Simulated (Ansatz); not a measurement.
The start is a relaxed LiH cell deformed by the Cartesian strain tensor (xx, yy, zz, yz, xz, xy) = (0.029, 0.023, -0.058, 0.057, -0.024, 0.023). A full variable-cell relaxation at zero pressure is run with PBEsol (plane waves to 420 eV, PAW, scalar-relativistic; Ansatz, a program for electronic structure). The first steps use a coarse 10×11×10 k-mesh.

Initial structure:
```
LiH
1.0
   -0.00199     2.14816     1.98697
    1.99991     0.15820     1.82678
    2.09343     2.08149     0.06467
H Li
1 1
Direct
  0.00000   0.00000   0.00000
  0.50000   0.50000   0.50000
```

```yaml
volume_change: +1.3 %, from 7.78 to 7.88 Å³/atom
Shortest distances (start → end): "The closest pairs of elements (up to four, under 3.6 Å), start → end: H–Li 1.88 → 1.99 Å; H–H 2.61 → 2.81 Å; Li–Li 2.61 → 2.81 Å"
band_gap_at_the_end: 2.73 eV, direct at X (no spin-orbit coupling)
optimiser_moves: 5
```

Final values are on a 14×14×14 k-mesh of the relaxed cell. No spin polarisation in the result.

The run could not lose the symmetry of its start.

All atoms sit on sites fixed by symmetry, so only the cell could relax.
